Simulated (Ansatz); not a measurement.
# Structures of Si₂Sb: which is lowest?

Plane-wave DFT in Ansatz with scalar-relativistic PAW potentials, cutoff 500 eV, Γ-centred meshes chosen by cell and gap, Gaussian smearing with energies taken to zero width. Every cell was relaxed (cell and atoms) in a run of its own, within the symmetry of its start. Functional: r2SCAN.

Relaxed structures (starts from databases or built by putting these elements on another compound's sites):
A. Fm-3m, 3 atoms in the computed cell, a = 6.569 Å; sites (symmetry × multiplicity) Si -43m × 8, Sb m-3m × 4; start: built
B. P4_2/mnm, 6 atoms in the computed cell, a = 6.230 Å, c = 4.199 Å; sites (symmetry × multiplicity) Si m.2m × 4, Sb m.mm × 2; start: built

Rank them by energy. Could pressure change the order?

| structure | group | E − E(lowest) (meV/atom) | V (Å³/atom) | gap on mesh (eV) |
| --- | --- | --- | --- | --- |
| A | Fm-3m | 0.0 | 23.63 | 0.00 |
| B | P4_2/mnm | 222 | 27.16 | 0.00 |

A is lowest, 222 meV/atom under B. The lowest is also the densest of these, so pressure wouldn't bring one of the others in at first order. Other structures may lie lower than all of these, and vibrations aren't counted.

Spin-orbit coupling is left out, which matters for the bands of heavy elements.